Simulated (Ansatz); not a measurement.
Ti:
```xyz
1
Lattice="2.6305 0.0000 0.0000 0.0000 2.6305 0.0000 0.0000 0.0000 2.6305" Properties=species:S:1:pos:R:3 pbc="T T T"
Ti     0.0000     0.0000     0.0000
```

Relaxed with r²SCAN. Special points in fractions of this cell's reciprocal vectors: Γ (0.000, 0.000, 0.000); X (0.000, 0.500, 0.000); M (0.500, 0.500, 0.000); R (0.500, 0.500, 0.500).

Problem. List the band energies nearest the Fermi level at these points for the program Ansatz at the r²SCAN level (PAW).

Solution. In eV from the Fermi level; about four levels below and three above (degenerate sets whole), none deeper than 8.9 eV; … stands for higher levels left out; points with the same levels are listed once.

```csv
k,below,above
Γ,-6.11 -1.41 -1.41,…
X,-1.91 -0.64 -0.46,2.37 2.37 …
M,-2.79 -0.11,2.81 2.81 5.25
R,-1.10 -1.10 -1.10,5.35 5.35 …
```

Space group Pm-3m (simple cubic). A made-up cell: these elements were put on the sites of a structure type; neither database checked (COD, Materials Project) lists it. It is not the phase usual at ambient conditions (space group No. 194). The r²SCAN relaxation kept the symmetry of its start. At this level the phase is mechanically unstable. The run is not spin-polarised.

Potentials: the later of the program's two PAW sets.
